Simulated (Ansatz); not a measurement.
Zone-centre phonons of Si: input and output

Method: DFT LDA, scalar-relativistic, plane waves, PAW in Ansatz.

Launched with:
```bash
ansatz run input.yaml --threads 1 --pin off --max-ram 3072MiB --backend cpu --events-out ev --progress --plain --runs-dir out
```

Input (bare energies are in eV):
```yaml
crystal:
  lattice:
    - [0.0, 2.7009735899, 2.7009735899]
    - [2.7009735899, 0.0, 2.7009735899]
    - [2.7009735899, 2.7009735899, 0.0]
  atoms:
    - { symbol: Si, position: [0.5, 0.5, 0.5] }
    - { symbol: Si, position: [0.75, 0.75, 0.75] }
basis:
  ecutwfc: 420
kpoints:
  mp_grid: { grid: [12, 12, 12] }
hamiltonian:
  xc: lda
scf:
  occupations: { method: fixed }
output:
  eigenvalues: true
phonons:
  method: dfpt
  dielectric: true
  rigid_motions: translations
  eigenvectors: true
```

The end of the output:
```
--- Phonons (Γ-DFPT): 1 representative perturbation + reference, on 280 of 1728 k-points (Σ response iterations 3) ---
  k mesh reduced under 4 symmetry operations, with k and −k counted as one. Each operation leaves every solved perturbation unchanged. A smaller set is not considered because the run solves the response ...
  ASR residual: 6.544e-5 → 0.000e0 eV/Å²; symmetrization residual: 2.999e-14 eV/Å²
  ASR residual per site (eV/Å²): 6.54e-5 6.54e-5
  Γ frequencies (cm⁻¹): 0.00 0.00 0.00 513.03 513.03 513.03
  ε∞ (high-frequency dielectric tensor):
       13.263214     0.000000     0.000000
        0.000000    13.263214     0.000000
        0.000000     0.000000    13.263214
  ε⁰ (static dielectric tensor: ions relaxed, cell fixed):
       13.263214     0.000000     0.000000
        0.000000    13.263214     0.000000
        0.000000     0.000000    13.263214
  ε⁰ − ε∞ (ionic part):
        0.000000     0.000000     0.000000
        0.000000     0.000000     0.000000
        0.000000     0.000000     0.000000
  softest optical mode at Γ: 513.03 cm⁻¹; the repairs (sum rule, projections) moved no ω² at Γ by more than (0.80 cm⁻¹)²
  Born effective charges Z* (e; rows j = field, columns β = displacement):
    site 0:
        -0.00000    0.00000   -0.00000
        -0.00000    0.00000   -0.00000
        -0.00000   -0.00000   -0.00000
    site 1:
         0.00000   -0.00000    0.00000
         0.00000   -0.00000    0.00000
         0.00000    0.00000    0.00000
  Z* charge neutrality: 3.906e-4 e pre-enforcement
  solved inside a basis spanned on kpoints, on 12×12×12 k-points, its susceptibility summed on 16×16×16: ε∞ is read to err by 3.9e-2, Z* by 4.3e-3 e (field_mesh: kpoints solves on kpoints)
  optical modes at Γ without the LO–TO term, one row a degenerate level:
      ω (cm⁻¹) modes IR ((D/Å)²/amu)
        513.03      3             0.0000
  optical modes at Γ + LO–TO along q̂ = [1.0000, 0.0000, 0.0000]:
      ω (cm⁻¹) modes IR ((D/Å)²/amu)
        513.03      3             0.0000
  optical modes at Γ + LO–TO along q̂ = [0.0000, 1.0000, 0.0000]:
      ω (cm⁻¹) modes IR ((D/Å)²/amu)
        513.03      3             0.0000
  optical modes at Γ + LO–TO along q̂ = [0.0000, 0.0000, 1.0000]:
      ω (cm⁻¹) modes IR ((D/Å)²/amu)
        513.03      3             0.0000
```

Time: 43 s on 1 thread of Intel(R) Xeon(R) Platinum 8375C CPU @ 2.90GHz (Ice Lake), on a shared host, peak memory 0.65 GiB.